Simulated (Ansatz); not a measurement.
**SrLi₂BS₄: single run (Ansatz)**

input.yaml:

```yaml
crystal:
  lattice:
    - [-3.178487, 3.178487, 3.779436]
    - [3.178487, -3.178487, 3.779436]
    - [3.178487, 3.178487, -3.779436]
  atoms:
    - { symbol: B, position: [0.0, 0.0, 0.0] }
    - { symbol: Sr, position: [0.5, 0.5, 0.0] }
    - { symbol: Li, position: [0.25, 0.75, 0.5] }
    - { symbol: Li, position: [0.75, 0.25, 0.5] }
    - { symbol: S, position: [0.03526, 0.03526, 0.4132] }
    - { symbol: S, position: [0.96474, 0.37794, 0.0] }
    - { symbol: S, position: [0.62206, 0.62206, 0.5868] }
    - { symbol: S, position: [0.37794, 0.96474, 0.0] }
  symmetry: { tolerance: 0.0003 }
kpoints:
  mp_grid: { grid: [4, 4, 4], shift: [0, 0, 0] }
magnetization:
  spin_polarized: false
scf:
  occupations: { method: methfessel_paxton, width: 0.1468 }
  mixing: { algorithm: msr1, beta: 0.5 }
hamiltonian:
  pseudopotentials: { kind: paw }
  xc: lda
basis:
  ecutwfc: 420
output:
  forces: true
  stress: true
  eigenvalues: true
```

The command:

```bash
ansatz run input.yaml --threads 1 --pin off --max-ram 2560MiB --backend cpu --events-out ev --progress --plain --runs-dir out
```

Origin of the cell: a known structure type with other elements, at an estimated volume, so it need not be a known compound.

Output (shortened):

```
Pseudopotentials: kind: paw
Pseudopotential: B, paw, valence charge 3, recommended cutoff 420 eV (normal), B.paw.azcp
Pseudopotential: Sr, paw, valence charge 10, recommended cutoff 420 eV (normal), Sr.paw.azcp
Pseudopotential: Li, paw, valence charge 3, recommended cutoff 420 eV (normal), Li.paw.azcp
Pseudopotential: S, paw, valence charge 6, recommended cutoff 420 eV (normal), S.paw.azcp
Functional definition: SPW92
  exchange = slater_x
  correlation = pw_c
Crystal: 8 atoms, lattice volume = 152.731 Å³
Basis set: ecut = 420 eV, 2981 PW (Γ)
Bands: 30, of which v1, the nominal top of the filled ones, is band 22 counted from 1 (21 counted from 0)
Symmetry: 8 space group operations
Space group: I-42m (ITA 121), of the structure as read, at distance tolerance 1.6e-3 Å
k-points: 13 of 64 (time reversal used)
[… 11 lines left out …]
Initial density: superposition of atomic densities (neutral atoms: chi_scale 0, normalization atom), corrected by the library's trained network
Functional: x = slater, c = lda
SCF iter   1: F=—  HF=-7482.108466 eV  Δρ=5.52e-3  dr2=3.77e-2
SCF iter   2: F=—  HF=-7482.094014 eV  S|Δr|=    0.00e0  Δρ=3.17e-3  dr2=1.76e-2
SCF iter   3: F=—  HF=-7482.087894 eV  S|Δr|=    0.00e0  Δρ=6.65e-4  dr2=1.13e-3
SCF iter   4: F=—  HF=-7482.087701 eV  S|Δr|=    0.00e0  Δρ=2.01e-4  dr2=1.60e-4
SCF iter   5: F=—  HF=-7482.087680 eV  S|Δr|=    0.00e0  Δρ=7.10e-5  dr2=1.85e-5
SCF iter   6: F=—  HF=-7482.087680 eV  S|Δr|=    0.00e0  Δρ=2.63e-5  dr2=2.05e-6
SCF iter   7: F=-7482.087680 eV  HF=-7482.087680 eV  S|Δr|=    0.00e0  Δρ=6.34e-6  dr2=8.30e-8
SCF 1 converged in 7 iterations: F = -7482.087680 eV  dr2 = 8.30e-8
SCF converged after 7 iterations
Stability not checked: this state was not tested for a lower state beside it, because cold or Methfessel-Paxton smearing, or corrected tetrahedra, fill the levels in a way that the test cannot read (fill_not_monotonic; […]
Free energy (F): -7482.087680 eV
Harris-Foulkes:  -7482.087680 eV  (|F-HF|=3.53e-9)
Internal energy: -7482.078201 eV  (E = F + TS)
E sigma→0 (E₀):  -7482.085310 eV
Entropy (-TS):   -0.009480 eV (-1.185 meV/atom)
Fermi energy:    4.020667 eV
--- Per-component energies (eV) ---
  E_band       = -286.275857
  E_kinetic    = 752.419402
  E_local      = -1384.407617  (includes V_loc(G=0)·N_el)
  E_nonlocal   = 270.003861
  E_hartree    = 369.776278
  E_xc         = -605.599378
  E_vxc        = -573.094226  (∫ρ·V_xc dr)
  E_paw        = -4981.076673  (= ΣΔE_a)
  E_vpaw       = -90.752918  (= ΣTr[D̂ρ^β])
  E_aug_tail   = 0.000029  (compensation charges beyond the density's cutoff)
  E_ewald      = -1904.146863
  E_core_change = 0.952760  (= ΣΔE_core)
  E_smearing   = -0.009480  (= −TS)
  Σ components = -7482.087680   (vs F -7482.087680, Δ=0.00e0)
--- Forces (eV/Å), atoms counted from 1 ---
  atom   1  B      0.000000    -0.000000     0.000000
  atom   2  Sr    -0.000000     0.000000     0.000000
  atom   3  Li    -0.000000    -0.000000     0.000000
  atom   4  Li    -0.000000     0.000000    -0.000000
  atom   5  S     -1.650498    -1.650498     1.529356
  atom   6  S     -1.650498     1.650498    -1.529356
  atom   7  S      1.650498     1.650498     1.529356
  atom   8  S      1.650498    -1.650498    -1.529356
  max |Σ_I F_I| component: 4.44e-16 eV/Å
--- Stress (GPa, compression-positive) ---
       -7.199966       0.000000       0.000000
        0.000000      -7.199966       0.000000
        0.000000       0.000000      -9.344278
  P = ⅓ Tr σ = -7.9147 GPa (-79.147 kbar)
```

Caveats: no moments, though an odd count or open d shells may carry them; the k mesh is coarse if the cell is a metal.

It ran for 4.6 s of wall time on 1 CPU thread(s) of a shared host, from the program's own first density.
